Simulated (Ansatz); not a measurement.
## Spinel alloy of ZnGa2O4 and ZnAl2O4 (4 of 16 Ga sites exchanged), 56 atoms

Ansatz, PAW, plane waves. PBEsol relaxation of volume and atoms (shape held) at the single k point (¼, ¼, ¼) without its symmetry partners; single points on the relaxed atoms at the single k point (¼, ¼, ¼) without its symmetry partners, onto which points of the small cell's zone fold. Arrangement: quasirandom. No spin–orbit coupling unless named.

Relaxed structure:

```
Zn Al O Ga
1.0
     8.27828    0.00000    0.00000
     0.00000    8.27828    0.00000
     0.00000    0.00000    8.27828
Zn Al O Ga
8 4 32 12
Cartesian
  7.2431 3.0886 3.0881
  3.1048 7.2622 3.0872
  3.1036 3.0928 7.2594
  1.0376 1.0407 1.0034
  7.2458 7.2629 7.2598
  5.1765 5.1800 1.0035
  5.1787 1.0425 5.2070
  1.0391 5.1810 5.2103
  4.1416 0.0061 8.2781
  6.2091 2.0514 8.2560
  2.0868 6.2292 0.0093
  8.2661 2.0652 6.2245
  4.2233 0.0909 1.9139
  6.1333 1.9886 1.9000
  4.2735 1.9346 0.0530
  6.0699 0.1280 0.0596
  0.1001 4.2354 1.9644
  1.9961 6.1411 1.9216
  0.1544 6.1367 0.0711
  2.0027 4.2976 0.0760
  0.0803 0.1521 6.1413
  1.9128 1.9967 6.1488
  0.0695 2.0001 4.2960
  1.9798 0.1018 4.2503
  2.1579 2.1716 2.1538
  4.0561 4.0484 2.1533
  4.0484 2.1570 4.0458
  2.1616 4.0636 4.0463
  4.2336 4.2316 6.1249
  6.1248 6.1107 6.1316
  4.2262 6.1331 4.2425
  6.1201 4.2284 4.2295
  6.3107 6.3048 2.1458
  8.1875 8.2033 2.1619
  8.1968 6.3106 4.0538
  6.2892 8.1970 4.0379
  6.3449 2.1339 6.3433
  8.1968 3.9852 6.2942
  8.1432 2.1304 8.1437
  6.2924 3.9829 8.1926
  2.1513 6.3057 6.3721
  4.0522 8.2068 6.3654
  4.0167 6.3541 8.2166
  2.2132 8.1576 8.2219
  6.2070 0.0071 2.0453
  0.0103 4.1333 8.2669
  8.2711 0.0174 4.1531
  4.1407 4.1444 4.1401
  2.0577 2.0848 4.1529
  2.0809 4.1564 2.0571
  4.1447 2.0704 2.0465
  6.2116 6.2133 4.1391
  2.0636 0.0150 6.2417
  6.2136 4.1205 6.2124
  0.0156 6.2230 2.0587
  4.1390 6.2190 6.2324
```

(1) What are the mean bond lengths by pair (pairs within 1.2 times the sum of covalent radii, less contacts 15 % beyond the pair's median; cation–cation pairs of compounds aside; long ionic contacts are cut short by that bound)?

(2) What gap lies between the top filled and the lowest empty level in the single points?

Answers

(1) Al–O 1.928 ± 0.008 Å (standard deviation, 24 bonds); Ga–O 1.992 ± 0.006 Å (standard deviation, 72 bonds); O–Zn 1.964 ± 0.002 Å (standard deviation, 32 bonds).

(2) HSE06 5.84 eV (48 s on NVIDIA H100). Away from Γ this isn't the crystal's band gap.
